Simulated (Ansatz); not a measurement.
Input:

BeS (zinc blende, F-43m), a = 4.853 Å, b = 4.853 Å, c = 4.853 Å, α = 90.00°, β = 90.00°, γ = 90.00°; the cell used has 2 atoms.

This is the HSE06-relaxed structure.

### Question
All from HSE06 (plane waves, PAW; program Ansatz), unless another level is named. Estimate the smallest direct gap on the standard path.

### Answer
6.87 eV.

### Question
Give the band gap.

### Answer
4.06 eV (indirect).

### Question
Predict the conduction-band minimum.

### Answer
at X (3 equivalent valleys).

### Question
Next, the valence-band maximum?

### Answer
at Γ.

The cell was relaxed with HSE06 under the symmetry of its start. The volume moved by 27 % from the start of the relaxation. The hybrid was solved on a coarse mesh, the path and, where they were found, the r²SCAN edge points; its band edges are the extreme levels among these.

Potentials: the later of the program's two PAW sets.
